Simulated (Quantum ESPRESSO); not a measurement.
## Calculated data, LiMg₃Ag₃Ru (simulated cell), LiReW₅Au (simulated cell), Mg₂Sc₂AgMo₃ (simulated cell)

All values are calculated (Quantum ESPRESSO 7.5). Calculation on a made-up metal alloy cell, not a measurement, run again with a planted mistake, found by running each candidate: no spin or spin-orbit, unrelaxed, 2900 K smearing, stress positive in tension, cell energy less the intended atoms' offsets; periodic Kohn-Sham density functional theory in plane waves with PseudoDojo standard norm-conserving scalar-relativistic pseudopotentials, each functional with its own files (v0.5 for PBE, v0.4.1 for LDA and PBEsol), eight atoms on drawn sites of a strained close-packed or body-centred lattice, each displaced and held fixed; the energy is the cell's free energy, ions and the entropy term -TS included, at the stated Fermi-Dirac width, less a fixed offset for each atom's element (shifted free energy); compositions with an open d shell lost a parallel starting moment in a cheaper test run, and other magnetic orders were not tried; an error bar is the largest change of its kind in a tighter rerun, never given below 0.002 eV, 0.02 GPa or 0.003 eV/angstrom, and covers cutoff and k-mesh only, not smearing or the files.

Common to all runs: intended functional pbe; fermi dirac smearing 0.25 eV; intended electrons removed 0; structure shown the intended cell.

Notes on all entries: a spin test at this wide smearing found no moment, but such smearing suppresses magnetism that the real alloy may have; another functional or element uses other pseudopotential files, so its energy jump is mostly a change of zero; lattice, volume and sites are drawn at random and may be unstable or far from any real phase; energies are for the whole cell, less offsets fitted to these runs, so they are not formation energies.

(1) LiMg₃Ag₃Ru (simulated cell)

```
LiMg3Ag3Ru
1.0
      2.9781    -0.0184    -0.0130
     -0.0319     5.3057     0.0263
     -0.0411     0.0480     9.4476
Li Mg Ag Mg Ag Ru Ag Mg
1 1 1 1 1 1 1 1
Direct
  -0.00212 0.01782 0.01036
  0.01905 0.01555 0.49225
  -0.02783 0.30897 0.26175
  -0.02804 0.35374 0.75684
  0.52688 0.49872 0.00742
  0.50225 0.49713 0.48141
  0.54092 0.83996 0.25136
  0.53621 0.82113 0.75399
```

| Item | Value |
| --- | --- |
| lattice type | hexagonal close-packed |
| cutoff | 1143 eV |
| healthy entropy term negative ts | -0.93 eV |
| healthy pressure | -1.76 GPa |
| healthy stress xx | 2.07 GPa |
| healthy stress yy | 2.41 GPa |
| healthy stress zz | 0.81 GPa |
| healthy stress yz | 0.56 GPa |
| healthy stress xz | 0.05 GPa |
| healthy stress xy | -0.15 GPa |
| faulty entropy term negative ts | -0.887 eV |
| faulty pressure | 1.42 GPa |
| faulty stress xx | -1 GPa |
| faulty stress yy | -0.62 GPa |
| faulty stress zz | -2.65 GPa |
| faulty stress yz | 0.59 GPa |
| faulty stress xz | 0.06 GPa |
| faulty stress xy | -0.2 GPa |
| candidate first exchanged site | 2 |
| candidate second exchanged site | 3 |
| candidate length scale change | -1.58 percent |
| candidate functional | pbesol |
| candidate wrong element site | 4 |
| candidate wrong element | Al |
| candidate misplaced site | 2 |
| candidate misplaced along | z |
| candidate misplaced by | -0.1 Å |
| k mesh | 8 x 5 x 3 shifted half a step off Gamma on each axis |
| healthy shifted free energy | -1.117 eV |
| faulty shifted free energy | -1.125 eV |
| fault kind | cell scaled (length scale change -1.58 percent) |

Atoms:
```
atoms element  atom site  atom energy offset (eV)
           Li          1                  -195.67
           Mg          2                 -1616.19
           Ag          3                 -4218.03
           Mg          4                 -1616.19
           Ag          5                 -4218.03
           Ru          6                 -2750.51
           Ag          7                 -4218.03
           Mg          8                 -1616.19
```

Healthy forces:
```
site  x (eV/Å)  y (eV/Å)  z (eV/Å)
   1     0.137    -0.064     0.166
   2     0.089    -0.318     0.094
   3     0.293     0.516     -0.78
   4      0.27    -0.372    -0.664
   5    -0.168     0.087    -0.031
   6    -0.085       0.4     1.628
   7    -0.255    -0.432      -0.2
   8    -0.281     0.182    -0.212
```

Faulty forces:
```
site  x (eV/Å)  y (eV/Å)  z (eV/Å)
   1     0.153    -0.079     0.143
   2     0.101    -0.397      0.21
   3     0.364     0.555    -1.034
   4     0.303    -0.455      -0.7
   5    -0.203     0.105    -0.059
   6    -0.109     0.499     1.963
   7    -0.305    -0.476    -0.328
   8    -0.303     0.247    -0.194
```

Candidate mistake: atoms exchanged, cell scaled, wrong functional, wrong element, atom misplaced

Notes: error bars of the healthy run: energy 0.0031 eV, stress 0.075 GPa, force 0.013 eV/Å, from a tighter rerun of this or a related cell; largest difference from healthy 46 error bars; largest difference from nearest other mistake 41 error bars.

(2) LiReW₅Au (simulated cell)

```
LiReW5Au
1.0
     -2.9893     0.0138    -0.0200
     -0.0240     5.0422    -0.0122
      1.4427    -2.5055    -9.2970
W Li W Re W Au
2 1 2 1 1 1
Direct
  0.01515 0.00546 0.01082
  0.12487 0.45011 0.25187
  0.24001 0.25451 0.49890
  0.35986 0.70186 0.75149
  0.51350 0.50669 -0.00522
  0.62198 0.96938 0.25276
  0.73522 0.74626 0.50004
  0.86961 0.18243 0.74333
```

| Property | Result |
| --- | --- |
| lattice type | hexagonal close-packed |
| cutoff | 1143 eV |
| healthy entropy term negative ts | -1.765 eV |
| healthy pressure | -17.94 GPa |
| healthy stress xx | 21.49 GPa |
| healthy stress yy | 16.18 GPa |
| healthy stress zz | 16.16 GPa |
| healthy stress yz | 2.3 GPa |
| healthy stress xz | 0.17 GPa |
| healthy stress xy | -0.7 GPa |
| faulty entropy term negative ts | -1.822 eV |
| faulty pressure | -17.26 GPa |
| faulty stress xx | 21.01 GPa |
| faulty stress yy | 15.9 GPa |
| faulty stress zz | 14.86 GPa |
| faulty stress yz | 2.31 GPa |
| faulty stress xz | 0.23 GPa |
| faulty stress xy | -0.63 GPa |
| candidate first exchanged site | 6 |
| candidate second exchanged site | 7 |
| candidate length scale change | 0.51 percent |
| candidate functional | pbesol |
| candidate wrong element site | 6 |
| candidate wrong element | Mg |
| candidate misplaced site | 4 |
| candidate misplaced along | z |
| candidate misplaced by | -0.19 Å |
| k mesh | 8 x 5 x 3 shifted half a step off Gamma on each axis |
| healthy shifted free energy | 0.258 eV |
| faulty shifted free energy | 0.395 eV |
| fault kind | atoms exchanged (first exchanged site 6, second exchanged site 7) |

Atoms:
```
atoms element  atom site  atom energy offset (eV)
            W          1                 -2063.48
            W          2                 -2063.48
           Li          3                  -195.67
            W          4                 -2063.48
            W          5                 -2063.48
           Re          6                 -2361.34
            W          7                 -2063.48
           Au          8                 -4032.82
```

Healthy forces:
```
site  x (eV/Å)  y (eV/Å)  z (eV/Å)
   1    -0.002    -0.257     0.442
   2    -0.005       0.4    -0.327
   3     0.016    -0.306    -0.254
   4    -0.029    -0.047    -0.457
   5     0.062     0.064    -0.291
   6    -0.037    -0.439     0.127
   7     0.034    -0.399     1.015
   8    -0.039     0.985    -0.256
```

Faulty forces:
```
site  x (eV/Å)  y (eV/Å)  z (eV/Å)
   1    -0.007    -0.206     1.275
   2      0.01      0.71    -0.972
   3     0.017    -0.277    -0.437
   4    -0.019     0.186      -0.2
   5     0.046    -0.081     0.061
   6     -0.03    -0.664    -0.565
   7     0.017      -0.6       1.1
   8    -0.035     0.932    -0.261
```

Candidate mistake: atoms exchanged, cell scaled, wrong functional, wrong element, atom misplaced

Notes: heavy elements are run without spin-orbit coupling, which real alloys of them have; error bars of the healthy run: energy 0.0032 eV, stress 0.023 GPa, force 0.0058 eV/Å, from a tighter rerun of this or a related cell; largest difference from healthy 144 error bars; largest difference from nearest other mistake 158 error bars.

(3) Mg₂Sc₂AgMo₃ (simulated cell)

```
Mg2Sc2AgMo3
1.0
      0.0000     2.1226     2.1226
      0.0000     4.2453    -4.2453
     -8.4905    -2.1226     2.1226
Mo Sc Mo Mg Ag Mg
2 2 1 1 1 1
Direct
  -0.02341 0.00375 0.00367
  0.01008 0.24328 0.50312
  -0.01034 0.50640 0.00446
  0.00784 0.75776 0.49882
  0.48855 0.13537 0.75493
  0.51682 0.38015 0.25565
  0.50775 0.62316 0.74349
  0.49458 0.87273 0.24625
```

| Quantity | Value |
| --- | --- |
| lattice type | face-centred cubic |
| cutoff | 1197 eV |
| healthy entropy term negative ts | -1.82 eV |
| healthy pressure | -3.9 GPa |
| healthy stress xx | 3.31 GPa |
| healthy stress yy | 3.89 GPa |
| healthy stress zz | 4.48 GPa |
| healthy stress yz | 0.98 GPa |
| healthy stress xz | -2.08 GPa |
| healthy stress xy | 1.14 GPa |
| faulty entropy term negative ts | -1.778 eV |
| faulty pressure | -4.24 GPa |
| faulty stress xx | 2.67 GPa |
| faulty stress yy | 4.71 GPa |
| faulty stress zz | 5.34 GPa |
| faulty stress yz | 0.09 GPa |
| faulty stress xz | -1.08 GPa |
| faulty stress xy | 0.27 GPa |
| candidate first exchanged site | 6 |
| candidate second exchanged site | 7 |
| candidate length scale change | 0.77 percent |
| candidate functional | lda |
| candidate wrong element site | 4 |
| candidate wrong element | Rh |
| candidate misplaced site | 4 |
| candidate misplaced along | x |
| candidate misplaced by | -0.13 Å |
| k mesh | 8 x 4 x 3 shifted half a step off Gamma on each axis |
| healthy shifted free energy | 1.303 eV |
| faulty shifted free energy | 0.945 eV |
| fault kind | atoms exchanged (first exchanged site 6, second exchanged site 7) |

Atoms:
```
atoms element  atom site  atom energy offset (eV)
           Mo          1                 -1911.95
           Mo          2                 -1911.95
           Sc          3                 -1317.21
           Sc          4                 -1317.21
           Mo          5                 -1911.95
           Mg          6                 -1616.19
           Ag          7                 -4218.03
           Mg          8                 -1616.19
```

Healthy forces:
```
site  x (eV/Å)  y (eV/Å)  z (eV/Å)
   1     1.123     0.641    -0.436
   2    -0.913    -0.328     0.365
   3      1.35    -0.153     0.344
   4    -1.268     0.093    -0.171
   5     0.105    -0.186     0.183
   6     0.112    -0.924     0.666
   7    -0.236     0.043    -0.131
   8    -0.273     0.815     -0.82
```

Faulty forces:
```
site  x (eV/Å)  y (eV/Å)  z (eV/Å)
   1     1.037     0.556    -0.385
   2    -0.823    -0.341     0.418
   3     0.552    -0.438     0.624
   4    -0.316     0.066     -0.15
   5     0.163    -0.267      0.24
   6     0.011    -0.328       0.1
   7      -0.4    -0.013    -0.091
   8    -0.223     0.765    -0.755
```

Candidate mistake: atoms exchanged, cell scaled, wrong functional, wrong element, atom misplaced

Notes: error bars of the healthy run: energy 0.0049 eV, stress 0.02 GPa, force 0.0051 eV/Å, from a tighter rerun of this or a related cell; largest difference from healthy 188 error bars; largest difference from nearest other mistake 159 error bars.

(4) Mg₂Sc₂AgMo₃ (simulated cell)

Structure as in entry 3.

| Property | Result |
| --- | --- |
| lattice type | face-centred cubic |
| cutoff | 1197 eV |
| healthy entropy term negative ts | -1.82 eV |
| healthy pressure | -3.9 GPa |
| healthy stress xx | 3.31 GPa |
| healthy stress yy | 3.89 GPa |
| healthy stress zz | 4.48 GPa |
| healthy stress yz | 0.98 GPa |
| healthy stress xz | -2.08 GPa |
| healthy stress xy | 1.14 GPa |
| faulty entropy term negative ts | -1.968 eV |
| faulty pressure | -10.79 GPa |
| faulty stress xx | 10.08 GPa |
| faulty stress yy | 10.93 GPa |
| faulty stress zz | 11.34 GPa |
| faulty stress yz | 0.85 GPa |
| faulty stress xz | -1.71 GPa |
| faulty stress xy | 0.89 GPa |
| candidate first exchanged site | 6 |
| candidate second exchanged site | 7 |
| candidate length scale change | 0.77 percent |
| candidate functional | lda |
| candidate wrong element site | 4 |
| candidate wrong element | Rh |
| candidate misplaced site | 4 |
| candidate misplaced along | x |
| candidate misplaced by | -0.13 Å |
| k mesh | 8 x 4 x 3 shifted half a step off Gamma on each axis |
| healthy shifted free energy | 1.303 eV |
| faulty shifted free energy | -1872.967 eV |
| fault kind | wrong element (wrong element site 4, wrong element Rh) |

Atoms:
```
atoms element  atom site  atom energy offset (eV)
           Mo          1                 -1911.95
           Mo          2                 -1911.95
           Sc          3                 -1317.21
           Sc          4                 -1317.21
           Mo          5                 -1911.95
           Mg          6                 -1616.19
           Ag          7                 -4218.03
           Mg          8                 -1616.19
```

Healthy forces:
```
site  x (eV/Å)  y (eV/Å)  z (eV/Å)
   1     1.123     0.641    -0.436
   2    -0.913    -0.328     0.365
   3      1.35    -0.153     0.344
   4    -1.268     0.093    -0.171
   5     0.105    -0.186     0.183
   6     0.112    -0.924     0.666
   7    -0.236     0.043    -0.131
   8    -0.273     0.815     -0.82
```

Faulty forces:
```
site  x (eV/Å)  y (eV/Å)  z (eV/Å)
   1     0.876     0.743    -0.557
   2     -1.33    -0.317     0.316
   3     1.636    -0.111     0.322
   4    -0.347     0.351    -0.389
   5     1.252    -0.753     0.775
   6    -0.954    -0.362     0.127
   7     0.165     0.176    -0.285
   8    -1.298     0.273    -0.311
```

Candidate mistake: atoms exchanged, cell scaled, wrong functional, wrong element, atom misplaced

Notes: error bars of the healthy run: energy 0.0049 eV, stress 0.02 GPa, force 0.0051 eV/Å, from a tighter rerun of this or a related cell; largest difference from healthy 382204 error bars; largest difference from nearest other mistake 382131 error bars.
